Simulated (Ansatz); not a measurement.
The relaxed structure here is a generated cell of ZrS2: the first start was made by placing the elements on the sites of a structure type, and the end was not matched to a known phase here, so it may be hypothetical. Known forms of ZrS2 include space group No. 164.

The end point of a relaxation of ZrS2. Space group P4₂/mnm (No. 136), rutile type. Computed with PBEsol (plane waves to 420 eV, PAW, scalar-relativistic; Ansatz, a first-principles code).

```cif
data_S4Zr2
_chemical_formula_sum 'Zr2 S4'
_space_group_name_H-M_alt 'P 1'
_space_group_IT_number 1
_cell_length_a 6.08207
_cell_length_b 6.08207
_cell_length_c 3.67227
_cell_angle_alpha 90.000
_cell_angle_beta 90.000
_cell_angle_gamma 90.000
loop_
_space_group_symop_operation_xyz
  'x, y, z'
loop_
_atom_site_label
_atom_site_type_symbol
_atom_site_fract_x
_atom_site_fract_y
_atom_site_fract_z
_atom_site_occupancy
Zr1 Zr 0.00000 0.00000 0.00000 1
Zr2 Zr 0.50000 0.50000 0.50000 1
S1 S 0.30097 0.30097 0.00000 1
S2 S 0.80097 0.19903 0.50000 1
S3 S 0.19903 0.80097 0.50000 1
S4 S 0.69903 0.69903 0.00000 1
```

Problem. Estimate the band gap that PBEsol returns for this input.

Solution. 0.32 eV, indirect (valence top at 78 % of the way from M to Γ, conduction bottom at Γ) (no spin-orbit coupling).

Problem. Predict the smallest direct gap from PBEsol.

Solution. 0.35 eV at Γ.

No spin polarisation in the result.

The run could not lose the symmetry of its start, so the end can be a saddle point.
